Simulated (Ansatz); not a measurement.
Relaxed ZnS (zinc blende):

```yaml
crystal:
  lattice:
    - [0.00000, 2.67833, 2.67833]
    - [2.67833, 0.00000, 2.67833]
    - [2.67833, 2.67833, 0.00000]
  atoms:
    - { symbol: S, position: [0.75000, 0.75000, 0.75000] }
    - { symbol: Zn, position: [0.00000, 0.00000, 0.00000] }
```

In this cell atom 2 (Zn, nearest neighbour S at 2.320 Å; its periodic images, 3.8 Å or more away, move with it) is moved by u·(1.000, 0.000, 0.000) + v·(0.000, 1.000, 0.000); the rest is frozen.

Method: PBEsol (plane waves to 420 eV, PAW, scalar-relativistic; Ansatz, a first-principles code). k mesh 9×9×9 (Γ-centred), Fermi-Dirac smearing 0.05 eV. Points where atoms come too close for the PAW data are left out (x in tables, blank in figures). Fu and Fv are the components of the force on the atom. ZnS was relaxed with its symmetry unable to fall. 

```json
[
 {"Fu (eV/Å)": "v = -0.770", "u = -0.770": "x", "u = -0.385": "7.12", "u = 0.000": "0.00", "u = 0.385": "-7.12", "u = 0.770": "x"},
 {"Fu (eV/Å)": "v = -0.385", "u = -0.770": "(withheld)", "u = -0.385": "3.50", "u = 0.000": "0.00", "u = 0.385": "-3.50", "u = 0.770": "(withheld)"},
 {"Fu (eV/Å)": "v = 0.000", "u = -0.770": "(withheld)", "u = -0.385": "2.15", "u = 0.000": "0.00", "u = 0.385": "-2.15", "u = 0.770": "(withheld)"},
 {"Fu (eV/Å)": "v = 0.385", "u = -0.770": "(withheld)", "u = -0.385": "3.50", "u = 0.000": "0.00", "u = 0.385": "-3.50", "u = 0.770": "(withheld)"},
 {"Fu (eV/Å)": "v = 0.770", "u = -0.770": "x", "u = -0.385": "7.12", "u = 0.000": "0.00", "u = 0.385": "-7.12", "u = 0.770": "x"}
]
```

Question: Some entries are withheld; supply them.

Answer: 
- v = -0.385, u = -0.770: 5.07
- v = -0.385, u = 0.770: -5.07
- v = 0.000, u = -0.770: 3.03
- v = 0.000, u = 0.770: -3.03
- v = 0.385, u = -0.770: 5.07
- v = 0.385, u = 0.770: -5.07

(For displaced atoms, the force is minus the slope of the energy, and its curvature is a force constant, which sets phonon frequencies.)
